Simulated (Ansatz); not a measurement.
TePd:
```yaml
crystal:
  lattice:
    - [1.93986, -5.36505, 0.00000]
    - [1.93986, 5.36505, 0.00000]
    - [0.00000, 0.00000, 3.99854]
  atoms:
    - { symbol: Te, position: [0.64159, 0.35841, 0.25000] }
    - { symbol: Pd, position: [0.89596, 0.10404, 0.25000] }
    - { symbol: Te, position: [0.35841, 0.64159, 0.75000] }
    - { symbol: Pd, position: [0.10404, 0.89596, 0.75000] }
```

Relaxed with r²SCAN.

Task: Map the valence electron density (e/Å³), cut off at 3 on the plane through (0.642, 0.358, 0.250) spanned by u = [1, 1, 0] and v = [1, -1, 0] in lattice vectors, from r²SCAN (plane waves, PAW; program Ansatz).

Result: x is the fraction of u, y of v (the angle between them is 90°; rows are the nearest grid lines); atoms in the plane: Te at (0.00, 0.00), Te at (0.50, 0.50), Pd at (0.00, 0.25), Pd at (0.50, 0.75).
```
y \ x   0.000  0.105  0.158  0.263  0.368  0.474  0.526  0.632  0.737  0.842  0.895   1.00
------  -----  -----  -----  -----  -----  -----  -----  -----  -----  -----  -----  -----
1.00     3.00   3.00   3.00  0.530  0.187  0.096  0.096  0.187  0.530   3.00   3.00   3.00
0.925    1.14  0.738  0.550  0.276  0.142  0.099  0.099  0.142  0.276  0.550  0.738   1.14
0.850   0.113  0.116  0.123  0.176  0.334  0.518  0.518  0.334  0.176  0.123  0.116  0.113
0.775   0.083  0.116  0.180  0.867   3.00   3.00   3.00   3.00  0.867  0.180  0.116  0.083
0.700   0.082  0.106  0.147  0.457   2.34   3.00   3.00   2.34  0.457  0.147  0.106  0.082
0.625   0.045  0.059  0.079  0.159  0.294  0.400  0.400  0.294  0.159  0.079  0.059  0.045
0.550   0.064  0.104  0.163  0.454   1.66   3.00   3.00   1.66  0.454  0.163  0.104  0.064
0.450   0.096  0.139  0.203  0.491   1.67   3.00   3.00   1.67  0.491  0.203  0.139  0.096
0.375   0.192  0.173  0.159  0.156  0.184  0.211  0.211  0.184  0.156  0.159  0.173  0.192
0.300    3.00   3.00   2.23  0.365  0.119  0.077  0.077  0.119  0.365   2.23   3.00   3.00
0.225    3.00   3.00   3.00  0.496  0.146  0.093  0.093  0.146  0.496   3.00   3.00   3.00
0.150   0.498  0.382  0.285  0.141  0.076  0.054  0.054  0.076  0.141  0.285  0.382  0.498
0.0750   1.18  0.763  0.553  0.240  0.095  0.052  0.052  0.095  0.240  0.553  0.763   1.18
0.000    3.00   3.00   3.00  0.530  0.187  0.096  0.096  0.187  0.530   3.00   3.00   3.00
```

The density is the valence pseudo-density with augmentation charge, so density and ELF within about 1 Å of a nucleus are not all-electron values.

Space group Cmcm. The start of the workflow was typed in or built on a structure type; neither database checked (COD, Materials Project) lists it. COD files the formula under space group No. 194. Its standing as an ambient phase is unchecked. Symmetry was held in the r²SCAN relaxation; its stability against distortions is not shown here. The run is not spin-polarised. Spin–orbit coupling is left out wherever it is not named.

Potentials: the later of the program's two PAW sets.
